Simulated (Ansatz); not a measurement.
Here is the system:

Sb:
```xyz
2
Lattice="2.1608 1.2475 3.6885 -2.1608 1.2475 3.6885 0.0000 -2.4951 3.6885" Properties=species:S:1:pos:R:3 pbc="T T T"
Sb     0.0000     0.0000     2.6077
Sb     0.0000     0.0000     8.4579
```

This is the PBEsol-relaxed structure. Cartesian axes are those of the cell as given.

**Question.** All from PBEsol (plane waves, PAW; program Ansatz), unless another level is named. Predict the Debye temperature from the elastic constants.

**Answer.** 210 K.

**Question.** Predict the elastic constants (relaxed ions, GPa).

**Answer.** C11 = 93.6, C12 = 27.6, C13 = 27.7, C14 = -21.6, C33 = 49.6, C44 = 37.9.

Space group R-3m (A7 (α-As type)). The PBEsol relaxation kept the symmetry of its start. As this level gives no gap, shear constants depend on the k-mesh and smearing (Fermi–Dirac, 0.1 eV here). Spin–orbit coupling is left out wherever it is not named.

Potentials: the later of the program's two PAW sets.
